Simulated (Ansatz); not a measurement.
Q: Br (molecular I2 type, Cmce) is relaxed with r²SCAN+D4 in the plane-wave PAW code Ansatz. What lattice parameters of the conventional cell result?

A: a = 6.907 Å, b = 4.203 Å, c = 8.703 Å.

Q: Give the free coordinates with the occupied sites.

A: In one choice of origin and axes:

| atom | site | symmetry | x | y | z |
|---|---|---|---|---|---|
| Br | 8f | m.. | 0.0000 | 0.3572 | 0.3836 |

Q: Is it a metal or does it have a gap at this level?

A: A gap of 1.65 eV.

The r²SCAN+D4 relaxation kept the symmetry of its start. The substance is a gas or liquid at ambient conditions; this is its low-temperature solid. Spin–orbit coupling is left out wherever it is not named.

Potentials: the earlier of the program's two PAW sets.
